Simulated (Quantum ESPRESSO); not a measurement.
pw.x input (Quantum ESPRESSO 7.5; PBE, PseudoDojo stringent norm-conserving files, scalar-relativistic):

```
&CONTROL
  calculation = 'scf'
  pseudo_dir = './pseudo'
  outdir = './out'
  tprnfor = .true.
  tstress = .true.
/
&SYSTEM
  ibrav = 0
  nat = 2
  ntyp = 2
  ecutwfc = 90.4
  ecutrho = 361.6
  occupations = 'smearing'
  smearing = 'fd'
  degauss = 0.002
  nbnd = 18
/
&ELECTRONS
  conv_thr = 2e-10
/
ATOMIC_SPECIES
Cl 35.4500 Cl.upf
Tl 204.3800 Tl.upf
CELL_PARAMETERS angstrom
  3.768556712000   0.000000000000   0.000000000000
  0.000000000000   3.768556712000   0.000000000000
  0.000000000000   0.000000000000   3.768556712000
ATOMIC_POSITIONS crystal
Cl   0.500000000000   0.500000000000   0.500000000000
Tl   0.000000000000   0.000000000000   0.000000000000
K_POINTS automatic
8 8 8 0 0 0
```

End of the output:

```
     total energy              =    -415.05399874 Ry
     estimated scf accuracy    <       0.00000003 Ry
     total energy              =    -415.05399875 Ry
     estimated scf accuracy    <          3.2E-09 Ry
     total energy              =    -415.05399875 Ry
     estimated scf accuracy    <          9.6E-10 Ry
[...]
     the Fermi energy is     8.3463 ev
!    total energy              =    -415.05399875 Ry
     estimated scf accuracy    <          2.4E-12 Ry
     smearing contrib. (-TS)   =      -0.00000000 Ry
     internal energy E=F+TS    =    -415.05399875 Ry
     The total energy is F=E-TS. E is the sum of the following terms:
     one-electron contribution =    -224.14005714 Ry
     hartree contribution      =     115.22921603 Ry
     xc contribution           =     -77.81544706 Ry
     ewald contribution        =    -228.32771058 Ry
     convergence has been achieved in  10 iterations
     Forces acting on atoms (cartesian axes, Ry/au):
     atom    1 type  1   force =     0.00000000    0.00000000    0.00000000
     atom    2 type  2   force =     0.00000000    0.00000000    0.00000000
     Total force =     0.000000     Total SCF correction =     0.000000
     Computing stress (Cartesian axis) and pressure
          total   stress  (Ry/bohr**3)                   (kbar)     P=       29.08
   0.00019772   0.00000000   0.00000000           29.08        0.00        0.00
   0.00000000   0.00019772   0.00000000            0.00       29.08        0.00
   0.00000000   0.00000000   0.00019772            0.00        0.00       29.08
```
In a gapped system the printed Fermi energy is only some level inside the gap.

Spin-orbit coupling is not included.

Geometry relaxed with PBEsol.
